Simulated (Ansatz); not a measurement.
Given:

SnO₂ (rutile)

```cif
data_O4Sn2
_chemical_formula_sum 'Sn2 O4'
_space_group_name_H-M_alt 'P42/mnm'
_space_group_IT_number 136
_space_group_name_Hall '-P 4n 2n'
_cell_length_a 4.76854
_cell_length_b 4.76854
_cell_length_c 3.21140
_cell_angle_alpha 90.000
_cell_angle_beta 90.000
_cell_angle_gamma 90.000
loop_
_atom_site_label
_atom_site_type_symbol
_atom_site_symmetry_multiplicity
_atom_site_Wyckoff_symbol
_atom_site_fract_x
_atom_site_fract_y
_atom_site_fract_z
_atom_site_occupancy
Sn1 Sn 2 a 0.00000 0.00000 0.00000 1
O1 O 4 f 0.30630 0.30630 0.00000 1
```

Equation-of-state scan: isotropic scaling of the cell above, V₀ being its volume. The atoms relax within the cell's symmetry.

Method: PBEsol (plane waves to 420 eV, PAW, scalar-relativistic; Ansatz, an electronic-structure program). k mesh 7×7×10 (Γ-centred), Fermi-Dirac smearing 0.05 eV. Energies are smeared free energies. Stress and pressure are positive under compression. With the shape held, the modulus is that of even scaling; a crystal free to change shape is softer. SnO2 was relaxed with its symmetry unable to fall. The PAW data are Ansatz's earlier set. The zero of ΔE is the relaxed starting cell.

The scan covers V/V₀ from 0.900 to 1.100 in 11 points.

Question: What is the fitted pressure derivative B₀′?

Answer: 5.0.

Question: What bulk modulus at fixed cell shape B₀ follows from a third-order Birch-Murnaghan fit?

Answer: 194 GPa.

(A scan under strain: stresses follow from slopes of the energy per volume, elastic moduli from its curvatures.)
